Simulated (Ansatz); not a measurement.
How GaAs (F-43m) stiffens under pressure

```xyz
2
Lattice="0.0000 2.8335 2.8335 2.8335 0.0000 2.8335 2.8335 2.8335 0.0000" Properties=species:S:1:pos:R:3 pbc="T T T"
Ga    0.0000    0.0000    0.0000
As    4.2502    4.2502    4.2502
```

This is the zero-pressure cell. At each pressure cell and atoms are relaxed in this structure, and the constants are slopes of the stress at strains of ±0.005 with relaxed ions (the coefficients that govern stability under load). Level: r²SCAN, PAW on Ansatz 0.2.0's default frozen-core files (fitted under PBE), scalar-relativistic; k mesh 8×8×8, strains of ±0.005, fixed occupations, cutoff 500 eV. P is the pressure of the relaxed cell, less that of this one.

```
P (GPa)    V/V₀  C11 (GPa)  C12 (GPa)  C44 (GPa)
   0.00  1.0000      117.4       49.9       60.4
   1.02  0.9865      122.2       54.5       61.7
   2.02  0.9741      126.8       58.8       62.8
   4.01  0.9517      135.7       67.4       64.7
   7.00       ?          ?          ?          ?
   9.99  0.8976      160.3       92.3       68.4
  14.99  0.8623      179.3      112.3       69.7
```

Q: Does the bulk modulus from the constants agree with the pressure-volume curve?

A: A third-order Birch-Murnaghan fit to the volumes shown (F against f, f = [(V₀/V)^(2/3) − 1]/2) gives B₀ = 72.5 GPa and B′ = 4.5. Its −V dP/dV stands beside (C11 + 2C12)/3:

```csv
P (GPa),from P(V),from the constants
0.00,72.5,72.4
1.02,77.0,77.0
2.02,81.4,81.5
4.01,90.1,90.2
9.99,115.1,115.0
14.99,135.3,134.6
```

Q: What are the pressure derivatives at zero pressure?

A: Slopes at V₀ of quadratic fits in −ln(V/V₀) through the first four rows shown, divided by B₀: dC11/dP = 4.8, dC12/dP = 4.5, dC44/dP = 1.3. The mean slopes up to 2.0 GPa are 4.7, 4.4, 1.2; curvature and scatter of the constants part the two. The combination (dC11/dP + 2 dC12/dP)/3 = 4.6 stands against B′.

Q: Fill the row at 7.00 GPa.

A: Cubic fits in −ln(V/V₀) through all rows shown give C11 = 148.4, C12 = 80.0, C44 = 66.9 GPa. Computed: V/V₀ = 0.9226, C11 (GPa) = 148.4, C12 (GPa) = 80.0, C44 (GPa) = 66.9.

Q: Does a shear stiffness soften?

A: C44 goes from 60.4 to 69.7 GPa; (C11 − C12)/2 goes from 33.7 to 33.5 GPa, through a maximum of 34.2 near 7 GPa. Neither ends more than 3 % under its start, and the lattice stays mechanically stable over this range.

Limits of these numbers: no other phase was computed; many crystals of this kind change structure within this range, and rows or crossings beyond such a change describe a metastable lattice; frozen-core PAW files fitted under PBE, their cores solved anew for the functional of the run; constants at zero field, no piezoelectric stiffening; phonons weren't checked at these pressures.
